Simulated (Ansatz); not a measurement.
**Two-dimensional strain map in SnO**

The calculation used DFT PBEsol+D3(BJ), scalar-relativistic, plane waves, PAW in Ansatz. Cutoff 420 eV, Γ-centred 12×12×10 k-points, Gaussian smearing of 0.15 eV. No spin polarisation. Energies are free energies at this smearing, counted from the undisturbed cell; pressure is positive in compression.

Zero of the scan (as given, not relaxed at this level; it stands at -2.1 GPa):

```
CELL_PARAMETERS angstrom
3.80200 0.00000 0.00000
0.00000 3.80200 0.00000
0.00000 0.00000 4.83600
ATOMIC_POSITIONS crystal
Sn 0.00000 0.50000 0.23850
Sn 0.50000 0.00000 0.76150
O 0.00000 0.00000 0.00000
O 0.50000 0.50000 0.00000
```

The cell is strained by p along both x and y and by q along z, fractional coordinates fixed. Points are written (p, q).

Energy above the undisturbed cell in meV/atom (a dash: not computed):

| p \ q | -0.050 | -0.025 | 0.000 | 0.025 | 0.050 |
| --- | --- | --- | --- | --- | --- |
| -0.050 | 100.8 | 71.8 | 53.1 | 44.3 | 44.6 |
| -0.025 | 29.7 | 13.8 | 6.8 | 8.3 | 18.1 |
| 0.000 | 2.4 | -2.7 | 0.0 | 10.3 | 27.7 |
| 0.025 | 11.5 | 15.3 | 26.0 | 43.4 | 67.1 |
| 0.050 | 50.3 | 61.5 | 78.8 | 102.0 | 130.8 |

Pressure in GPa:

```
 p \ q  -0.050  -0.025  0.000  0.025  0.050
-0.050    17.6    14.0   10.7    7.8    5.1
-0.025     9.0     6.1    3.5    1.2   -0.9
 0.000     2.1    -0.1   -2.1   -3.9   -5.5
 0.025    -3.2    -4.9   -6.4   -7.8   -9.1
 0.050    -7.2    -8.6   -9.7  -10.8  -11.7
```

Gap on the k-mesh in eV:

```csv
p \ q,-0.050,-0.025,0.000,0.025,0.050
-0.050,0.00,0.00,0.00,0.00,0.00
-0.025,0.00,0.00,0.00,0.00,0.00
0.000,0.00,0.00,0.00,0.00,0.00
0.025,0.33,0.29,0.26,0.25,0.24
0.050,0.56,0.54,0.51,0.49,0.47
```

Where the gap reads zero the k-mesh, chosen for the insulator, is on the coarse side.